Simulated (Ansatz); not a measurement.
ZrAg in space group Cmcm (No. 63; Zr on 4c, Ag on 4c) under volume change, the program Ansatz at the PBEsol level (PAW), shape and atoms relaxed at each volume.

```csv
V (Å³/atom),E − E(relaxed) (meV/atom),P (GPa)
17.518,66.7,13.41
18.096,28.0,8.20
18.673,6.6,3.77
19.251,0.0,0.00
19.828,5.9,-3.22
20.406,22.6,-5.94
20.983,48.3,-8.26
```

Problem. What does a third-order Birch–Murnaghan fit give for V₀, B₀ and B′?

Solution. V₀ = 19.25 Å³/atom, B₀ = 116 GPa, B′ = 4.4.

The start of the workflow was typed in or built on a structure type; neither database checked (COD, Materials Project) lists it. COD files the formula under space group No. 129. Whether it is the stable phase at ambient conditions was not checked. Symmetry was held in the PBEsol relaxation; whether a distortion lowers the energy is not shown. No spin polarisation was allowed.

Potentials: the earlier of the program's two PAW sets. The files were generated under PBE; for other functionals the program regenerates the frozen cores, and for LDA and PBEsol the local potential too.
